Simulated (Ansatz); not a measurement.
Given:

SnTe (rock salt)

```
CELL_PARAMETERS angstrom
      0.00000     6.40917     6.40917
      3.20458     3.20458     6.40917
      3.20458     3.20458     0.00000
ATOMIC_POSITIONS crystal
  Te 0.00000 0.00000 0.00000
  Te 0.50000 0.00000 0.00000
  Sn 0.00000 0.50000 0.50000
  Sn 0.50000 0.50000 0.50000
```

A phonon eigenvector at X = (0.5, 0.5, 0.0) is frozen into this cell: atom i moves by Q times the vector below, so Q is the largest atomic displacement, in Å. The cell is held. It is one choice among 2 degenerate patterns. (q is in reciprocal vectors of the primitive cell; the cell shown is doubled to hold the pattern.)

```json
[
 {"atom": "Te1", "x": "0.000", "y": "1.000", "z": "0.000"},
 {"atom": "Te2", "x": "0.000", "y": "-1.000", "z": "0.000"},
 {"atom": "Sn3", "x": "0.000", "y": "0.256", "z": "0.000"},
 {"atom": "Sn4", "x": "0.000", "y": "-0.256", "z": "0.000"}
]
```

These are PBE (plane waves to 420 eV, PAW, scalar-relativistic; Ansatz, an electronic-structure program) values and carry that method's errors. k mesh 13×13×13 (Γ-centred), Fermi-Dirac smearing 0.05 eV. Energies are smeared free energies. SnTe was relaxed with its symmetry unable to fall. Spin-orbit coupling is left out, though Te is heavy. ΔE is measured from the undisplaced structure.

The scan covers Q from -0.180 to 0.180 Å in 13 points.

Which space group does the distorted structure have?

Cmcm (No. 63), lowered from Fm-3m.

What is the energy change at Q = 0.180 Å?

66.0 meV/cell.

What harmonic wavenumber does the curvature at Q = 0 give?

59 cm⁻¹.

(For displaced atoms, the force is minus the slope of the energy, and its curvature is a force constant, which sets phonon frequencies.)
